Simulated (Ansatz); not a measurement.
Values for one crystal, relaxed and computed with DFT-r²SCAN in the program Ansatz with PAW potentials; other levels are named.

```yaml
volume_per_atom: 14.55 Å³
electronic_character: metallic (no gap)
Formation energy from the elements (no fitted shifts): -0.33 eV/atom
Density of states at the Fermi level: 0.41 states/eV per atom (mean over ±0.08 eV)
```

### Question
Which of these materials gives this?
A. Nd2ScSi2, P4/mbm (Nd on 4h, Sc on 2a, Si on 4g)
B. Si2Ni, fluorite or antifluorite type
C. LaSi3Ru, I4mm (La on 2a, Si on 2a, Si on 4b, Ru on 2a)
D. SiMo3, A15 (Cr3Si type)

### Answer
D, SiMo3, A15 (Cr3Si type)

Space group Pm-3n (A15 (Cr3Si type)). The cell was relaxed with r²SCAN under the symmetry of its start. No spin polarisation was allowed. The references are the lowest solids computed at this level, not always the standard phases. Spin–orbit coupling is left out wherever it is not named.

Potentials: the later of the program's two PAW sets.
